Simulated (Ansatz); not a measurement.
GaGeO3 in space group P4mm (No. 99; Ga on 1b, Ge on 1a, O on 2c, O on 1b), DFT-r²SCAN+D4 in the program Ansatz with PAW potentials, all energies at zero smearing, with the estimated change up to a 700 eV cutoff added, with one set of potentials and settings (totals compare only within such a set). Cell of 5 atoms (1 Ga, 1 Ge, 3 O): -9798.161 eV.

| element | reference phase | E (eV/atom) |
|---|---|---|
| Ga | Cmce, 4 atoms in the cell | -3790.4264 |
| Ge | Fd-3m, 2 atoms in the cell | -4303.0180 |
| O | C2/m, 4 atoms in the cell, spin-polarised | -566.0549 |

Formation energy per atom, worked out: (-9798.161 − 1×(-3790.4264) − 1×(-4303.0180) − 3×(-566.0549))/5 = -1.310 eV/atom (-126 kJ per mol of atoms), at 0 K, without zero-point energy or fitted corrections.

The start of the workflow was typed in or built on a structure type; neither database checked (COD, Materials Project) lists it. Whether it is the stable phase at ambient conditions was not checked. Symmetry was held in the r²SCAN+D4 relaxation; its stability against distortions is not shown here. The references are the lowest solids computed at this level, not always the standard phases (solids in place of the gases).

Potentials: the later of the program's two PAW sets.
